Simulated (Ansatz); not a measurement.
GaN:
```cif
data_Ga2N2
_chemical_formula_sum 'Ga2 N2'
_space_group_name_H-M_alt 'P 1'
_space_group_IT_number 1
_cell_length_a 3.18312
_cell_length_b 3.18312
_cell_length_c 5.18369
_cell_angle_alpha 90.000
_cell_angle_beta 90.000
_cell_angle_gamma 120.000
loop_
_space_group_symop_operation_xyz
  'x, y, z'
loop_
_atom_site_label
_atom_site_type_symbol
_atom_site_fract_x
_atom_site_fract_y
_atom_site_fract_z
_atom_site_occupancy
Ga1 Ga 0.66667 0.33333 0.00099 1
Ga2 Ga 0.33333 0.66667 0.50099 1
N1 N 0.66667 0.33333 0.62421 1
N2 N 0.33333 0.66667 0.12421 1
```

Relaxed with r²SCAN. r²SCAN (plane waves, PAW; program Ansatz) gives a gap of 2.35 eV.

Q: What gap does HSE06 give on the same cell (Ansatz, PAW)?

A: 3.20 eV, 0.85 eV more. The hybrid was solved on a coarser mesh and at special points; its gap is the smallest among all of these.

Cost on shared cores: the r²SCAN run (SCF on a 10×10×6 mesh, then bands and DOS) around 70 core-seconds (rough), the HSE06 run (SCF on 7×7×4, then a few points) very roughly 100 core-seconds; the tasks are unlike.

Space group P6_3mc (wurtzite). The r²SCAN relaxation kept the symmetry of its start. Spin–orbit coupling is left out wherever it is not named.

Potentials: the later of the program's two PAW sets.
